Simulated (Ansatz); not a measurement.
GaN:
```
GaN
1.0
    0.00000     2.24890     2.24890
    2.24890     0.00000     2.24890
    2.24890     2.24890     0.00000
N Ga
1 1
Cartesian
  3.37334   3.37334   3.37334
  0.00000   0.00000   0.00000
```

Cartesian axes are those of the cell as given.

Task: Give the proper piezoelectric stress tensor with relaxed ions from plane-wave PAW r²SCAN (Ansatz code).

Result: In C/m², rows x, y, z, Voigt columns; mesh uncertainty up to 0.00.
```
 0.00   0.00   0.00  -0.35   0.00   0.00
 0.00   0.00   0.00   0.00  -0.35   0.00
 0.00   0.00   0.00   0.00   0.00  -0.35
```

The elastic tensor of the same run (GPa):

```json
[
 {"": "1", "1": "284", "2": "153", "3": "153", "4": "0.0", "5": "0.0", "6": "0.0"},
 {"": "2", "1": "153", "2": "284", "3": "153", "4": "0.0", "5": "0.0", "6": "0.0"},
 {"": "3", "1": "153", "2": "153", "3": "284", "4": "0.0", "5": "0.0", "6": "0.0"},
 {"": "4", "1": "0.0", "2": "0.0", "3": "0.0", "4": "161", "5": "0.0", "6": "0.0"},
 {"": "5", "1": "0.0", "2": "0.0", "3": "0.0", "4": "0.0", "5": "161", "6": "0.0"},
 {"": "6", "1": "0.0", "2": "0.0", "3": "0.0", "4": "0.0", "5": "0.0", "6": "161"}
]
```

Task: Convert to strain constants d = e·S.

Result: In pC/N:
```
 0.0   0.0   0.0  -2.2   0.0   0.0
 0.0   0.0   0.0   0.0  -2.2   0.0
 0.0   0.0   0.0   0.0   0.0  -2.2
```

Space group F-43m (zinc blende). Symmetry was held in the r²SCAN relaxation; phonons on a q-mesh show no instability.

Potentials: the later of the program's two PAW sets.
